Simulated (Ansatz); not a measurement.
SiO2:
```cif
data_O16Si8
_chemical_formula_sum 'Si8 O16'
_space_group_name_H-M_alt 'Pbca'
_space_group_IT_number 61
_space_group_name_Hall '-P 2ac 2ab'
_cell_length_a 4.72361
_cell_length_b 8.36744
_cell_length_c 5.03887
_cell_angle_alpha 90.000
_cell_angle_beta 90.000
_cell_angle_gamma 90.000
loop_
_atom_site_label
_atom_site_type_symbol
_atom_site_symmetry_multiplicity
_atom_site_Wyckoff_symbol
_atom_site_fract_x
_atom_site_fract_y
_atom_site_fract_z
_atom_site_occupancy
Si1 Si 8 c 0.12695 0.37219 0.38833 1
O1 O 8 c 0.32053 0.48944 0.15035 1
O2 O 8 c 0.45633 0.26805 0.38784 1
```

Relaxed with PBE.

Q: Give the optical modes at the zone centre with their infrared activity from DFPT, plane-wave PAW PBE (Ansatz code).

A: Transverse frequencies, without the LO–TO term; a row sums one degenerate level.

```
ω (cm⁻¹)  degeneracy  IR ((D/Å)²/amu)     activity
--------  ----------  ---------------  -----------
203                1             0.00  IR-inactive
246                1             0.00  IR-inactive
248                1             0.07           IR
260                1             1.08           IR
264                1             0.00  IR-inactive
281                1             0.00  IR-inactive
310                1             0.00  IR-inactive
342                1             0.18           IR
349                1             0.00  IR-inactive
351                1             0.00  IR-inactive
353                1             0.00  IR-inactive
361                1             0.00  IR-inactive
363                1             0.00  IR-inactive
380                1             1.05           IR
386                1             0.01  IR-inactive
399                1             0.00  IR-inactive
401                1             0.00  IR-inactive
410                1             0.00  IR-inactive
412                1             0.00  IR-inactive
427                1             0.00  IR-inactive
438                1            70.75           IR
446                1             6.63           IR
457                1           122.55           IR
468                1             0.00  IR-inactive
471                1             0.00  IR-inactive
473                1             0.00  IR-inactive
491                1             0.00  IR-inactive
495                1             7.02           IR
497                1             0.00  IR-inactive
497                1             0.00  IR-inactive
500                1            13.49           IR
504                1             0.00  IR-inactive
529                1            97.31           IR
535                1             0.00  IR-inactive
541                1             0.00  IR-inactive
549                1             6.31           IR
566                1             0.00  IR-inactive
575                1             0.00  IR-inactive
579                1             0.00  IR-inactive
580                1             0.12           IR
601                1             0.00  IR-inactive
602                1             0.00  IR-inactive
619                1            33.51           IR
622                1            49.79           IR
629                1            94.01           IR
644                1             0.00  IR-inactive
656                1             0.00  IR-inactive
666                1             4.68           IR
670                1            22.48           IR
671                1             0.00  IR-inactive
690                1             9.72           IR
699                1             0.00  IR-inactive
703                1             0.00  IR-inactive
739                1             0.00  IR-inactive
744                1             0.00  IR-inactive
758                1             1.72           IR
758                1             0.00  IR-inactive
774                1            44.06           IR
789                1             0.00  IR-inactive
810                1             4.70           IR
824                1             0.00  IR-inactive
832                1             0.00  IR-inactive
846                1             0.00  IR-inactive
860                1             0.00  IR-inactive
892                1             0.33           IR
899                1             0.00  IR-inactive
916                1             0.00  IR-inactive
925                1             0.00  IR-inactive
943                1             0.00  IR-inactive
```

Q: How high does the top mode go among those that the LO–TO term moves?

A: 1001 cm⁻¹ for q along x, 974 cm⁻¹ for q along y, 976 cm⁻¹ for q along z.

The cell is a constructed one: a structure type filled with these elements; neither database checked (COD, Materials Project) lists it. It is not the phase usual at ambient conditions (space group No. 92, 152, 154). The cell was relaxed with PBE under the symmetry of its start; of distortions, only those at the zone centre were tested.

Potentials: the later of the program's two PAW sets.
